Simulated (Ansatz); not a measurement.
Each is relaxed and computed with DFT-PBE in the program Ansatz with PAW potentials. Which is the only metal?
A) SnGe, Pmma (Ge on 2e, Ge on 2f, Sn on 2e, Sn on 2f)
B) CsSnBr3, cubic perovskite
C) SiGe, R-3m (Si on 6c, Ge on 6c)
D) SnO, R3m (Sn on 3a, O on 3a)

A, SnGe, Pmma (Ge on 2e, Ge on 2f, Sn on 2e, Sn on 2f). SnGe: metal; SiGe: gap 0.38 eV (indirect); CsSnBr3: gap 0.63 eV (direct); SnO: gap 0.95 eV. Constructed cells (a structure type filled with these elements, in neither database checked): SnO, R3m (Sn on 3a, O on 3a). Typed or built starts, not in the databases checked: SnGe, Pmma (Ge on 2e, Ge on 2f, Sn on 2e, Sn on 2f); SiGe, R-3m (Si on 6c, Ge on 6c). Not the usual ambient phase: SnO, R3m (Sn on 3a, O on 3a). All cells were relaxed under the symmetry of their starts (and spin orders); stability against distortions was not tested throughout. Spin–orbit coupling is left out wherever it is not named.

Potentials: the later of the program's two PAW sets.
